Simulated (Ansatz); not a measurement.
**Magnetic orders of Rb$_{3}$Sn**

Method: DFT PBE, scalar-relativistic, plane waves, PAW in Ansatz.

```
Rb Sn
1.0
     0.00000    4.65858    4.65858
     4.65858    0.00000    4.65858
     4.65858    4.65858    0.00000
Rb Sn
3 1
Direct
  0.25000 0.25000 0.25000
  0.75000 0.75000 0.75000
  0.50000 0.50000 0.50000
  0.00000 0.00000 0.00000
```

| Item | Value |
| --- | --- |
| plane-wave cutoff | 420 eV |
| Γ-centred k-mesh | 8×8×8 |
| occupation rule | Gaussian smearing, 0.1 eV |
| list of starting moments (μB, in atom order) | 0 0 0 1 |
| check for lower electronic states after the SCF | off |

Each order was relaxed in cell and atoms. A propagation vector, in units of the reciprocal vectors, doubles the cell, which takes an equally dense mesh. Site moments are spin moments in atom-centred spheres that scale with the neighbour distance. The states are those that the runs reached from these starts; a lower one can exist.

| start | ends | energy above lowest (meV/atom) | site moments (μB) | gap on mesh (eV) | volume (Å³/atom) |
| --- | --- | --- | --- | --- | --- |
| no spin | non-magnetic | 18.6 | none over 0.05 | metal | 50.55 |
| ferromagnetic | ferromagnetic | 0.00 | Sn +0.56 | metal | 50.65 |
| antiferromagnetic, doubled cell, propagation vector (0, 0, 1/2) | antiferromagnetic | 6.33 | Sn +0.46, Sn -0.46 | metal | 50.95 |

Cost: 3 runs of about 6.1 core-minutes in all, on Arm Neoverse V1 (shared hosts).